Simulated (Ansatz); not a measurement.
**BP: zone-centre modes at 11 GPa**

These are results of DFT LDA, scalar-relativistic, plane waves, PAW (Ansatz 0.2.0), not measurements. Settings: 420 eV plane-wave cutoff, Γ-centred 10×10×10 mesh, fixed occupations. No spin polarisation. Phonons by linear response, acoustic sum rule imposed.

The cell, relaxed at 11 GPa:
```xyz
2
Lattice="0.0000 2.2035 2.2035 2.2035 0.0000 2.2035 2.2035 2.2035 0.0000" Properties=species:S:1:pos:R:3 pbc="T T T"
B     0.0000    0.0000    0.0000
P     3.3052    3.3052    3.3052
```

**Question.** Give the high-frequency dielectric tensor ε∞.

**Answer.**
```
9.17 0.00 0.00
0.00 9.17 0.00
0.00 0.00 9.17
```

**Question.** Give the Born effective charges.

**Answer.**
```tsv
atom	Z*xx	Z*yy	Z*zz	mean
B (atom 1)	-0.82	-0.82	-0.82	-0.82
P (atom 2)	0.82	0.82	0.82	0.82
```

**Question.** How large is the static dielectric tensor with the ions free to move, and what share of it is ionic?

**Answer.**
```
9.4 0.0 0.0
0.0 9.4 0.0
0.0 0.0 9.4
```
The ions give 3 % of its trace.

Cost: 1 run of about 0.31 core-minutes, on Intel Xeon Platinum 8488C (Sapphire Rapids) (shared hosts).